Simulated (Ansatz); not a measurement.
Ni3P:
```xyz
16
Lattice="-4.4312 4.4312 2.1659 4.4312 -4.4312 2.1659 4.4312 4.4312 -2.1659" Properties=species:S:1:pos:R:3 pbc="T T T"
Ni     5.6228     0.2909    -0.1028
Ni     4.1403     1.1916     2.2687
Ni    -1.1916     4.1403     2.0631
Ni     0.2909     3.2396     0.1028
Ni    -1.4832     1.9523     3.2703
Ni     2.4789     2.9480    -1.1044
Ni     5.9144     2.4789     1.1044
Ni     1.9523     1.4832     1.0615
Ni    -0.6808     0.9917     1.0462
Ni     3.4395     3.7503     1.1197
Ni     5.1120     3.4395    -1.1197
Ni     0.9917     0.6808     3.2856
P      1.9044     4.8638    -0.0834
P      3.9986     1.9044     0.0834
P      2.5267    -0.4326     2.0825
P      0.4326     2.5267     2.2493
```

Relaxed with r²SCAN. Special points in fractions of this cell's reciprocal vectors: Γ (0.000, 0.000, 0.000); X (0.000, 0.000, 0.500); M (-0.500, 0.500, 0.500); Z (0.310, 0.310, -0.310); Z0 (-0.310, 0.690, 0.310); P (0.250, 0.250, 0.250); N (0.000, 0.500, 0.000).

Question: List the band energies nearest the Fermi level at these points for the program Ansatz at the r²SCAN level (PAW).

Answer: In eV from the Fermi level; about four levels below and three above (degenerate sets whole), none deeper than 8.9 eV; points with the same levels are listed once.

| k | below | above |
|---|---|---|
| Γ | -0.60 -0.58 -0.58 -0.47 | 0.04 0.07 0.07 |
| X | -0.49 -0.47 -0.28 -0.24 | 0.24 0.48 0.87 0.88 |
| M | -0.74 -0.57 -0.57 -0.47 | 0.04 0.34 0.34 |
| Z | -0.57 -0.37 -0.37 -0.18 | 0.15 0.15 0.50 |
| P | -0.39 -0.39 -0.30 -0.28 | 0.52 1.21 1.52 |
| N | -0.52 -0.45 -0.40 -0.35 | 0.12 0.51 0.78 |

Space group I-4. The first step of the workflow began from a Materials Project structure, measured or hypothetical; the Crystallography Open Database files this formula in space group No. 82, but the cells were not matched. Whether it is the stable phase at ambient conditions was not checked. The cell was relaxed with r²SCAN under the symmetry of its start; its stability against distortions is not shown here. No spin polarisation was allowed.

Potentials: the later of the program's two PAW sets.
